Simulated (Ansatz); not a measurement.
# CaZnBr4 (Cmmm) at 2 levels of theory

One geometry, relaxed with PBE; plane waves with PAW potentials in Ansatz, scalar-relativistic. No spin polarisation. Gaps are the least over mesh and band path; pressure is positive in compression.

```
Ca Zn Br
1.0
     4.72510   -4.71481    0.00000
     4.72510    4.71481    0.00000
     0.00000    0.00000    4.05542
Ca Zn Br
1 1 4
Cartesian
  4.7251 0.0000 2.0277
  0.0000 0.0000 0.0000
  4.7251 -2.9923 2.0277
  2.7243 0.0000 0.0000
  6.7259 0.0000 0.0000
  4.7251 2.9923 2.0277
```

```tsv
level	cutoff (eV)	k mesh	gap (eV)	pressure (GPa)
PBE	420	4×4×8	2.10	0.0
```

Task: What comes out on the same cell with r2SCAN?

Result:
```tsv
level	cutoff (eV)	k mesh	gap (eV)	pressure (GPa)
r2SCAN	500	4×4×8	2.69	-1.1
```

It was reached by relaxing an invented guess, and it needn't be the stable form of this composition.
